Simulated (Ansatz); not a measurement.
YZnCuP$_{2}$ in space group P3m1 (No. 156; Pearson symbol hP5), r²SCAN (plane waves, PAW; program Ansatz). The conduction-band minimum lies at L, with 3 equivalent valleys. Second derivatives d²E/dk² of the lowest band at one valley (eV·Å²), along Cartesian directions:

```
direction  d²E/dk²
---------  -------
[100]        27.44
[010]        14.21
[001]        26.70
[110]        20.85
[101]        27.13
[011]        4.569
```

Q: Find the principal effective masses, the density-of-states mass and the conductivity mass.

A: Off-diagonal terms follow from H_xy = H[110] − (H_xx + H_yy)/2, and m*/mₑ = 7.620 eV·Å² over each eigenvalue: 0.20, 0.28, 2.3. One valley's DOS mass (m₁m₂m₃)^(1/3) = 0.50, conductivity mass 3/(Σ 1/mᵢ) = 0.33 mₑ.

Q: What effective density of states Nc follows at 300 K for parabolic valleys?

A: Nc = 2.509e19 × 3 × (0.50)^(3/2) ≈ 2.7e19 cm⁻³.

The first step of the workflow began from a Materials Project structure, measured or hypothetical; the Crystallography Open Database copy checked does not list it. Its standing as an ambient phase is unchecked. The r²SCAN relaxation kept the symmetry of its start; its stability against distortions is not shown here. The run is not spin-polarised. Spin–orbit coupling is left out wherever it is not named.

Potentials: the later of the program's two PAW sets.

Edges and masses are those of Kohn–Sham bands, whose gap is no quasiparticle gap.
